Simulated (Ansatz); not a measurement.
ZnS (zinc blende)

```xyz
2
Lattice="0.0000 2.6783 2.6783 2.6783 0.0000 2.6783 2.6783 2.6783 0.0000" Properties=species:S:1:pos:R:3 pbc="T T T"
S      4.0175     4.0175     4.0175
Zn     0.0000     0.0000     0.0000
```

Scan: atom 2 (Zn, nearest neighbour S at 2.320 Å; its periodic images, 3.8 Å or more away, move with it) is displaced along Cartesian [110], direction (0.707, 0.707, 0.000) in Cartesian axes, by s. The other atoms stay.

All values below come from PBEsol (plane waves to 420 eV, PAW, scalar-relativistic; Ansatz, an electronic-structure program). k mesh 9×9×9 (Γ-centred), Fermi-Dirac smearing 0.05 eV. Energies are smeared free energies. ZnS was relaxed with its symmetry unable to fall. The zero of ΔE is the undisplaced structure.

| s (Å) | ΔE (meV/cell) |
|---|---|
| -0.460 | 765 |
| -0.368 | 464 |
| -0.276 | 249 |
| -0.184 | 107 |
| -0.092 | 26 |
| 0.000 | 0 |
| 0.092 | 26 |
| 0.184 | 107 |
| 0.276 | 249 |
| 0.368 | 464 |
| 0.460 | 765 |

Task: What force constant k = d²E/ds² at s = 0 does the table give?

Result: 6.1 eV/Å². It is the second difference of the nearest points, corrected with the next pair.

Task: With k = 6.15 eV/Å² from the forces, is the well harmonic out to s = 0.460 Å?

Result: ½ks² = 650 meV/cell against the computed 765 meV/cell, so the well is stiffer than harmonic there.

(For displaced atoms, the force is minus the slope of the energy, and its curvature is a force constant, which sets phonon frequencies.)
